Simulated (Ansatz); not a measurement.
# One input, then a changed one: fcc Au (110), 5 layers

First run: DFT, PBE, PAW with Ansatz's default frozen-core files, scalar-relativistic (Ansatz 0.2.0).

Command: `ansatz run input.yaml --threads 2 --pin off --max-ram 4096MiB --backend cpu --events-out ev --progress --plain --runs-dir out` It took 70 s on 2 threads of Arm Neoverse N1, on a shared host, peak memory 0.93 GiB.

```yaml
crystal:
  lattice:
    - [2.9400990585, 0.0, 0.0]
    - [0.0, 4.1579279633, 0.0]
    - [0.0, 0.0, 21.8802]
  atoms:
    - { symbol: Au, position: [0.0, 0.0, 0.3697836719] }
    - { symbol: Au, position: [0.5, 0.5, 0.4291948294] }
    - { symbol: Au, position: [0.0, 0.0, 0.5] }
    - { symbol: Au, position: [0.5, 0.5, 0.5708051708] }
    - { symbol: Au, position: [0.0, 0.0, 0.6302163279] }
  periodic: [true, true, false]
kpoints:
  mp_grid: { grid: [12, 9, 1] }
scf:
  occupations: { method: fermi_dirac, width: 0.05 }
hamiltonian:
  xc: pbe
  pseudopotentials: { kind: paw }
output:
  forces: true
  stress: true
  eigenvalues: true
  write_density: true
  write_potential: true
  elf: true
  volumetric_format: npy
```

The slab is cut from a bulk crystal relaxed on PAW files (its atoms may have been relaxed since).

This run: no images along the normal.

It converges in 7 SCF iterations, largest force 0.006 eV/Å, cutoff 420 eV.

A second run of a changed input logged this at its end:

```
Error: inconsistent input (scf.n_extra_bands, scf.occupations.method): n_bands = 48 leaves no empty band above the 48 bands per channel that the deck's 95 electrons occupy, and the occupations search for the Fermi level (a smearing at a finite width, or tetrahedra): a level found among occupied bands alone can fill a metal as an insulator; raise scf.n_extra_bands until at least 49 bands are solved (omitted, it auto-derives to 66) (see scf.n_extra_bands in the input reference)
crystal.periodic: the vector that does not repeat, 0.000° off the slab's normal and 21.880 Å along it as the deck builds it, stands along the normal, 35.197 Å long
```

Question: What was wrong with the input?

Answer: The fault: too few bands, by this change (others could give a like log):
```diff
 scf:
-  occupations: { method: fermi_dirac, width: 0.05 }
+  occupations: { method: fermi_dirac, width: 0.3 }
+  n_extra_bands: 0
+  max_iter: 50
 hamiltonian:
   eigenvalues: true
-  write_density: true
-  write_potential: true
-  elf: true
-  volumetric_format: npy
```
